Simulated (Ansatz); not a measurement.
GaRu3C (anti-perovskite), relaxed and computed with several functionals in Ansatz (plane waves, PAW).

```csv
functional,a (Å),ΔH_f (eV/atom),B₀ by P(V) fit (GPa)
r²SCAN,?,?,?
PBE,4.020,0.07,249
PBEsol,3.977,0.05,275
```

### Question
Some entries are withheld; supply them.

### Answer

- r²SCAN, a (Å): 3.996
- r²SCAN, ΔH_f (eV/atom): 0.07
- r²SCAN, B₀ by P(V) fit (GPa): 267

Typed or built starts, not in the databases checked: GaRu3C, anti-perovskite. All cells were relaxed under the symmetry of their starts (and spin orders); stability against distortions was not tested throughout. Rows with no word on spin ran without spin polarisation. Scalar-relativistic: spin–orbit coupling is off unless named, which matters more the heavier the elements.

Potentials: the later of the program's two PAW sets.

Ansatz (an electronic-structure program) is a plane-wave DFT program.

Formation energies count from the lowest solids of the elements computed at the same level, not from gases.
